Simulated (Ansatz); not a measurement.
All numbers below come from DFT PBE, scalar-relativistic, plane waves, PAW (Ansatz). All cells share a 420 eV cutoff and Γ-centred k meshes spaced at most about 0.3 Å⁻¹ (about 0.25 or finer for metals, 2π included). Collinear spin in cells that started with moments and kept them past the coarse steps, no spin elsewhere.

Temperature and zero-point effects are left out. All come from trial cells, and lower structures may exist.

Question: Order these relaxed structures of ZnO5 by energy, lowest first, with the energy over the lowest of them.
A.

```xyz
6
Lattice="0.0000 3.0316 3.0316 3.0316 0.0000 3.0316 3.0316 3.0316 0.0000" Properties=species:S:1:pos:R:3 pbc="T T T"
Zn    0.0000    0.0000    0.0000
O     1.5158    1.5158    1.5158
O     3.7893    3.7893    3.7893
O     3.7893    2.2738    2.2738
O     2.2738    3.7893    2.2738
O     2.2738    2.2738    3.7893
```

B.

```xyz
6
Lattice="5.3448 0.0000 0.0000 -2.6724 4.6287 0.0000 0.0000 0.0000 2.8576" Properties=species:S:1:pos:R:3 pbc="T T T"
Zn    0.0000    0.0000    0.0000
O     1.4732    0.0000    1.4288
O     1.9358    3.3529    1.4288
O    -0.7366    1.2758    1.4288
O     0.0000    3.0858    0.0000
O     2.6724    1.5429    0.0000
```

Answer: B (0 meV/atom), A (260 meV/atom). Forms: B P-62m, moments up to 1.9 μB; A F-43m, moments up to 1.5 μB. Counting O atoms around Zn (those within 1.25 times the shortest such distance or 1.15 times the sum of covalent radii, 1.27 where that leaves under three; the shortest distance is added where it exceeds 1.18 times the sum of covalent radii): B has Zn 6; A has Zn 16 from 2.5 Å. Even the lowest lies +1.16 eV/atom against the elements.

Weakly bound directions are ill-defined at this level, which has no dispersion term (P-62m), and this can change margins and order among such cells. Another magnetic order may lie lower. Cells relaxed within their symmetry can be saddle points. Some candidate types were left out of the draw beforehand, so a known form may be missing.
